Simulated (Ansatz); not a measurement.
EuCuO2 (R-3m): the volume from the results

The reference geometry is a structure as deposited in COD; nothing is relaxed.

Settings: LDA, 9×9×9 k mesh, Fermi–Dirac smearing of 0.03 eV. PAW means Ansatz 0.2.0 on its default frozen-core files. Site moments are integrated in spheres about the atoms.

The run was typed so:

```yaml
crystal:
  lattice:
    - [1.815, 1.0478907386, 5.69]
    - [-1.815, 1.0478907386, 5.69]
    - [0.0, -2.0957814772, 5.69]
  atoms:
    - { symbol: Eu, position: [0.5, 0.5, 0.5], spin: 7.0 }
    - { symbol: Cu, position: [0.0, 0.0, 0.0] }
    - { symbol: O, position: [0.108, 0.108, 0.108] }
    - { symbol: O, position: [0.892, 0.892, 0.892] }
magnetization:
  spin_polarized: true
kpoints:
  mp_grid: { grid: [9, 9, 9] }
scf:
  occupations: { method: fermi_dirac, width: 0.03 }
hamiltonian:
  xc: lda
  pseudopotentials: { kind: paw }
output:
  forces: true
  stress: true
  eigenvalues: true
  populations: true
```

Command: `ansatz run input.yaml --threads 2 --pin off --max-ram 6144MiB --backend cpu --events-out ev --progress --plain --runs-dir out`

The cell is scaled evenly, and every run starts from the same moments. Some of the runs:

```csv
V/V₀,cell moment (μB),largest site moment (μB),F − F(V₀) (meV/atom),pressure (GPa)
0.7,6.00,5.69,690,74.0
0.76,6.00,5.78,334,45.1
1,6.00,6.03,0,-6.1
```

Another run of the series gave cell moment (μB) = 6.00, largest site moment (μB) = 6.12, F − F(V₀) (meV/atom) = 131, pressure (GPa) = -14.5. At which V/V₀ was it made?
A. 0.94
B. 0.88
C. 1.12
D. 0.82
E. 1.06
F. 1.2

C. V/V₀ = 1.12.

Another run of the series gave cell moment (μB) = 6.00, largest site moment (μB) = 6.18, F − F(V₀) (meV/atom) = 261, pressure (GPa) = -17.4. At which V/V₀ was it made?
A. 1.06
B. 1.12
C. 1.2
D. 0.82
E. 0.94
F. 0.88

C. V/V₀ = 1.2.

The whole series:

```
V/V₀  cell moment (μB)  largest site moment (μB)  F − F(V₀) (meV/atom)  pressure (GPa)
 0.7              6.00                      5.69                   690            74.0
0.76              6.00                      5.78                   334            45.1
0.82              6.00                      5.85                   124            25.0
0.88              6.00                      5.91                    17            10.9
0.94              6.00                      5.97                   -17             0.9
   1              6.00                      6.03                     0            -6.1
1.06              6.00                      6.07                    53           -11.0
1.12              6.00                      6.12                   131           -14.5
 1.2              6.00                      6.18                   261           -17.4
```

The PAW files were made with PBE; the program remakes their cores once for the run's functional and then keeps them frozen. Without U a semilocal functional puts the f levels too near the Fermi level, which can change moments and the order of magnetic states; site and cell moments are spin moments. Under strong compression frozen cores are worth checking against an all-electron run. Spin–orbit coupling is left out although heavy atoms are present. With open f shells a run can end in a state that isn't the lowest. The magnetic state is the one that this cell and start allow. It needn't be the compound's measured order, which may need a larger cell or be absent.
